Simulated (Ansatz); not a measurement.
SrZrO$_{3}$:
```
SrZrO3
1.0
    2.90285     1.67596     4.70832
   -2.90285     1.67596     4.70832
    0.00000    -3.35192     4.70832
Sr Zr O
2 2 6
Direct
  0.26686   0.26686   0.26686
  0.76686   0.76686   0.76686
  0.01158   0.01158   0.01158
  0.51158   0.51158   0.51158
  0.75313   0.18926   0.32946
  0.32946   0.75313   0.18926
  0.18926   0.32946   0.75313
  0.82946   0.68926   0.25313
  0.25313   0.82946   0.68926
  0.68926   0.25313   0.82946
```

Relaxed with PBEsol. Independent-particle spectrum: no excitons, no local fields, no scissors shift; 0.1 eV broadening; ε₁ of the summed bands alone.

Task: Tabulate the dielectric function from the program Ansatz at the PBEsol level (PAW).

Result: 

```
E (eV)  ε₁ xx  ε₂ xx  ε₁ zz  ε₂ zz
------  -----  -----  -----  -----
0.0      4.70   0.00   4.53   0.00
0.5      4.72   0.00   4.54   0.00
1.0      4.77   0.00   4.59   0.00
1.5      4.87   0.00   4.68   0.00
2.0      5.01   0.00   4.82   0.00
2.5      5.23   0.00   5.02   0.00
3.0      5.55   0.00   5.33   0.00
3.5      6.08   0.00   5.83   0.00
4.0      7.35   0.23   7.03   0.27
4.5      7.88   1.96   7.48   1.77
5.0      8.21   3.45   7.34   3.23
5.5      7.51   5.78   7.13   4.77
6.0      4.86   6.82   5.94   6.33
6.5      2.35   7.05   2.52   6.66
7.0      1.62   4.28   2.40   3.74
7.5      2.84   4.28   3.85   4.75
8.0      2.92   5.10   3.12   6.26
8.5      1.42   5.16   1.24   4.77
9.0      1.56   4.12   1.25   4.48
9.5      1.77   4.12   1.20   4.33
10.0     0.56   5.62   0.12   5.09
10.5    -0.77   4.64  -0.78   3.74
11.0    -1.09   3.59  -1.29   3.04
11.5    -1.24   2.58  -1.09   2.08
12.0    -0.76   1.92  -0.56   1.32
```

Task: From ε at 4.8 eV (xx: 8.12 + 2.64i), find n, k, the normal reflectivity and the absorption coefficient.

Result: n = 2.89, k = 0.457, R = 25 %, α = 2kE/ħc = 220000 cm⁻¹.

With all bands, ε∞ without local fields is 4.86 (xx = yy), 4.70 (zz). DFPT, with local fields, gives 4.70 (xx = yy), 4.55 (zz).

Space group R3c. The start of the workflow was typed in or built on a structure type; neither database checked (COD, Materials Project) lists it. COD files the formula under space group No. 62, 63, 221, so this cell is another polymorph or a model. Whether it is the stable phase at ambient conditions was not checked. The cell was relaxed with PBEsol under the symmetry of its start; of distortions, only those at the zone centre were tested. No spin polarisation was allowed. Spin–orbit coupling is left out wherever it is not named.

Potentials: the later of the program's two PAW sets.
